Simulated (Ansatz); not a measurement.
The relaxed structure here is a generated cell of NbRu: the first start was made by placing the elements on the sites of a structure type, and the end was not matched to a known phase here, so it may be hypothetical.

A relaxed cell of NbRu (P6₃mc (No. 186)), relaxed on a k-mesh at least as fine as the one used below. The numbers are results of PBE (plane waves to 420 eV, PAW, scalar-relativistic; Ansatz, a program for electronic structure), not measurements. Γ-centred k-mesh 9×9×4 on the run's cell (coarser than for final values), Fermi–Dirac smearing 0.05 eV.

```
NbRu
1.0
    4.24917     0.00000     0.00000
   -2.12459     3.67989     0.00000
    0.00000     0.00000    10.01530
Nb Ru
4 4
Direct
  0.00000   0.00000   0.93530
  0.00000   0.00000   0.43530
  0.33333   0.66667   0.24287
  0.66667   0.33333   0.74287
  0.00000   0.00000   0.18727
  0.00000   0.00000   0.68727
  0.33333   0.66667   0.50892
  0.66667   0.33333   0.00892
```

The atoms are displaced by (Å):

```csv
atom,ux,uy,uz
Nb1,-0.089,-0.162,-0.076
Nb2,-0.004,0.010,0.144
Nb3,-0.027,0.008,-0.028
Nb4,-0.023,0.005,0.086
Ru5,0.074,-0.072,-0.121
Ru6,0.013,-0.065,0.018
Ru7,0.077,0.054,0.043
Ru8,0.122,-0.074,0.192
```

What forces (eV/Å) and pressure result?


| atom | Fx | Fy | Fz |
|---|---|---|---|
| Nb1 | 0.53 | 0.78 | 1.31 |
| Nb2 | 0.36 | 0.35 | -2.43 |
| Nb3 | 0.71 | -0.50 | 0.37 |
| Nb4 | 0.22 | -1.24 | -0.42 |
| Ru5 | -0.29 | 0.64 | 1.54 |
| Ru6 | -0.17 | 0.58 | 0.76 |
| Ru7 | -0.62 | -0.43 | -0.01 |
| Ru8 | -0.74 | -0.18 | -1.11 |

Pressure +0.6 GPa.

Estimate the energy cost of the displacement in the harmonic approximation and compare with the calculation.

For a harmonic well ΔE = −½ Σ F·u = 0.672 eV a cell, or 84 meV/atom. The calculated energy relative to the undisplaced cell is +0.09 eV/atom, so the harmonic estimate holds well.

The undisplaced cell is probably no minimum: from this displacement the run went on to P2/m (No. 10), 0.60 eV/atom below it.

No spin polarisation in the result.
